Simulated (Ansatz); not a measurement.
LuB₂Os₃ in space group P6/mmm (No. 191; B on 2c, Os on 3g, Lu on 1a) at seven volumes, DFT-PBEsol in the program Ansatz with PAW potentials, shape and atoms relaxed at each. One row is withheld.

```json
[
 {"V (Å³/atom)": "11.785", "P (GPa)": "32.56"},
 {"V (Å³/atom)": "12.174", "P (GPa)": "19.91"},
 {"V (Å³/atom)": "12.563", "P (GPa)": "9.15"},
 {"V (Å³/atom)": "12.951", "P (GPa)": "0.00"},
 {"V (Å³/atom)": "13.340", "P (GPa)": "?"},
 {"V (Å³/atom)": "13.728", "P (GPa)": "-14.42"},
 {"V (Å³/atom)": "14.117", "P (GPa)": "-20.06"}
]
```

Q: Fit the shown pressures and predict the withheld one.

A: P = (3/2)B₀(x^(7/2) − x^(5/2))[1 + (3/4)(B′ − 4)(x − 1)] with x = (V₀/V)^(2/3). Least squares on the six rows gives V₀ = 12.952 Å³/atom, B₀ = 281 GPa, B′ = 4.35. At V = 13.340, x = 0.9805 and P = -7.78 GPa. The run itself gave -7.80 GPa.

The workflow started from an entry of the Crystallography Open Database (COD). Its standing as an ambient phase is unchecked. Symmetry was held in the PBEsol relaxation; whether a distortion lowers the energy is not shown. No spin polarisation was allowed. Spin–orbit coupling is left out wherever it is not named.

Potentials: the later of the program's two PAW sets.
